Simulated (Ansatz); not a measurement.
CdS (zinc blende)

```
CELL_PARAMETERS angstrom
      0.00000     2.96331     2.96331
      2.96331     0.00000     2.96331
      2.96331     2.96331     0.00000
ATOMIC_POSITIONS crystal
  S  0.75000 0.75000 0.75000
  Cd 0.00000 0.00000 0.00000
```

In this cell atom 1 (S, nearest neighbour Cd at 2.566 Å; its periodic images, 4.2 Å or more away, move with it) is moved by s towards the nearest neighbour, unit vector (-0.577, -0.577, 0.577); all other atoms and the cell stay fixed.

The numbers are results of PBE (plane waves to 420 eV, PAW, scalar-relativistic; Ansatz, an electronic-structure program), not measurements. k mesh 8×8×8 (Γ-centred), Fermi-Dirac smearing 0.05 eV. F∥ is the force on the atom along that direction. CdS was relaxed with its symmetry unable to fall. 

```csv
s (Å),F∥ (eV/Å)
-0.510,0.632
-0.408,0.669
-0.306,0.648
-0.204,0.549
-0.102,0.347
0.000,0.000
0.102,-0.549
0.204,-1.386
0.306,-2.630
0.408,-4.460
0.510,-7.132
```

What is the force constant k = d²E/ds² of this move at s = 0?

4.28 eV/Å². The forces along the line at the two nearest points give (0.347 − (-0.549)) / (2·0.102) = 4.39 eV/Å²; the next pair corrects for the finite step.

With two atoms in the cell this is the zone-centre optical mode. What wavenumber follows (transverse: no LO-TO term)?

216 cm⁻¹. Reduced mass μ = 24.95 u; ν̃ = 521.5·√(k/μ) with k = 4.28 eV/Å².

(A displaced cell: forces are minus the slopes of the energy, force constants its curvatures, and phonons follow from these.)
